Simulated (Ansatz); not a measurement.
Input:

BAs:
```cif
data_AsB
_chemical_formula_sum 'B1 As1'
_space_group_name_H-M_alt 'P 1'
_space_group_IT_number 1
_cell_length_a 3.37133
_cell_length_b 3.37133
_cell_length_c 3.37133
_cell_angle_alpha 60.000
_cell_angle_beta 60.000
_cell_angle_gamma 60.000
loop_
_space_group_symop_operation_xyz
  'x, y, z'
loop_
_atom_site_label
_atom_site_type_symbol
_atom_site_fract_x
_atom_site_fract_y
_atom_site_fract_z
_atom_site_occupancy
B1 B 0.75000 0.75000 0.75000 1
As1 As 0.00000 0.00000 0.00000 1
```

This is the PBEsol-relaxed structure.

Task: All from DFT-PBEsol in the program Ansatz with PAW potentials, unless another level is named. Estimate the electronic dielectric constant ε∞ (DFPT).

Result: 9.87.

Task: Give the largest static χ(2) component.

Result: 34 pm/V.

Task: And the Born charges (a third of the trace)?

Result: B -0.49, As +0.49 e.

Space group F-43m (zinc blende). The cell was relaxed with PBEsol under the symmetry of its start. Spin–orbit coupling is left out wherever it is not named.

Potentials: the earlier of the program's two PAW sets. The files were generated under PBE; for other functionals the program regenerates the frozen cores, and for LDA and PBEsol the local potential too.
